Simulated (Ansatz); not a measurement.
Density of states of a Al3In3GaB3N10 cell (elements on a zinc blende lattice, relaxed), per eV and atom, broadened by Gaussian smearing of width 0.1 eV and averaged over bins of 0.3 eV, from 8 eV under the Fermi level at most up to where the solved bands end.

Computed with Ansatz 0.2.0, DFT PBE, scalar-relativistic, plane waves, PAW.

Cutoff 420 eV; k points 5×5×3 on the computed 20-atom cell (Γ-centred); Gaussian smearing, width 0.02 eV; no spin polarisation.

```yaml
crystal:
  lattice:
    - [2.17585, 2.37530, 4.45684]
    - [-2.23072, -2.10690, 4.35007]
    - [6.79939, -4.61837, 2.02637]
  atoms:
    - { symbol: B, position: [0.51926, 0.00845, 0.79984] }
    - { symbol: B, position: [0.07951, 0.02074, 0.94771] }
    - { symbol: B, position: [0.81765, 0.03929, 0.35846] }
    - { symbol: N, position: [0.57045, 0.83529, 0.66261] }
    - { symbol: N, position: [0.49343, 0.29852, 0.77512] }
    - { symbol: N, position: [0.00615, 0.85462, 0.85472] }
    - { symbol: N, position: [0.36647, 0.93120, 0.98036] }
    - { symbol: N, position: [0.69980, 0.91769, 0.26562] }
    - { symbol: N, position: [0.68097, 0.33288, 0.41251] }
    - { symbol: N, position: [0.11537, 0.91055, 0.37122] }
    - { symbol: N, position: [0.06251, 0.41314, 0.60411] }
    - { symbol: N, position: [0.93907, 0.31540, 0.97323] }
    - { symbol: N, position: [0.29501, 0.38159, 0.19999] }
    - { symbol: Al, position: [0.11805, 0.49617, 0.80115] }
    - { symbol: Al, position: [0.38384, 0.01974, 0.19961] }
    - { symbol: Al, position: [0.70285, 0.47670, 0.60697] }
    - { symbol: Ga, position: [0.29269, 0.50449, 0.40325] }
    - { symbol: In, position: [0.19058, 0.98863, 0.60279] }
    - { symbol: In, position: [0.52238, 0.49284, 0.97662] }
    - { symbol: In, position: [0.89429, 0.51825, 0.20020] }
```

```csv
E − E_F (eV),total,N 2p,B 2p,In 5p,Al 3p
-7.90,0.232,0.126,0.014,0.010,0.011
-7.60,0.236,0.133,0.015,0.011,0.011
-7.30,0.310,0.180,0.020,0.011,0.015
-7.00,0.343,0.197,0.030,0.011,0.013
-6.70,0.398,0.229,0.036,0.012,0.016
-6.40,0.418,0.245,0.038,0.013,0.017
-6.10,0.387,0.233,0.037,0.013,0.016
-5.80,0.331,0.203,0.033,0.013,0.014
-5.50,0.385,0.243,0.043,0.017,0.021
-5.20,0.441,0.286,0.050,0.020,0.024
-4.90,0.461,0.306,0.053,0.018,0.027
-4.60,0.453,0.306,0.043,0.019,0.028
-4.30,0.448,0.310,0.036,0.019,0.027
-4.00,0.439,0.312,0.029,0.021,0.025
-3.70,0.381,0.278,0.021,0.018,0.022
-3.40,0.386,0.289,0.021,0.020,0.018
-3.10,0.430,0.330,0.017,0.023,0.020
-2.80,0.476,0.373,0.015,0.031,0.018
-2.50,0.553,0.444,0.015,0.038,0.016
-2.20,0.512,0.422,0.011,0.032,0.013
-1.90,0.537,0.453,0.012,0.028,0.012
-1.60,0.519,0.451,0.011,0.021,0.009
-1.30,0.279,0.245,0.006,0.007,0.006
-1.00,0.229,0.204,0.005,0.003,0.005
-0.70,0.193,0.175,0.004,0.002,0.003
-0.40,0.002,0.002,0.000,0.000,0.000
-0.10,0.000,0.000,0.000,0.000,0.000
0.20,0.000,0.000,0.000,0.000,0.000
0.50,0.002,0.000,0.000,0.000,0.000
0.80,0.008,0.002,0.001,0.001,0.000
1.10,0.059,0.015,0.007,0.006,0.003
1.40,0.116,0.028,0.020,0.012,0.008
1.70,0.208,0.053,0.036,0.024,0.013
2.00,0.129,0.036,0.011,0.019,0.009
2.30,0.129,0.039,0.006,0.022,0.011
2.60,0.072,0.017,0.009,0.008,0.007
2.90,0.143,0.031,0.022,0.018,0.013
3.20,0.286,0.065,0.039,0.039,0.023
3.50,0.363,0.085,0.051,0.047,0.029
3.80,0.305,0.070,0.049,0.044,0.026
4.10,0.315,0.067,0.056,0.052,0.034
```

The columns after the total are the largest Löwdin projections on the valence shells of the potentials, so they needn't add up, and the weight of a shell that a potential lacks goes to other orbitals. The cell has a gap on the mesh of 1.29 eV.

The gap is read on a mesh, which can miss the band edges, so it can be too wide.

Cost: 2 runs of about 8 core-minutes in all (earlier runs that led there not counted), on Arm Neoverse V2 (shared hosts).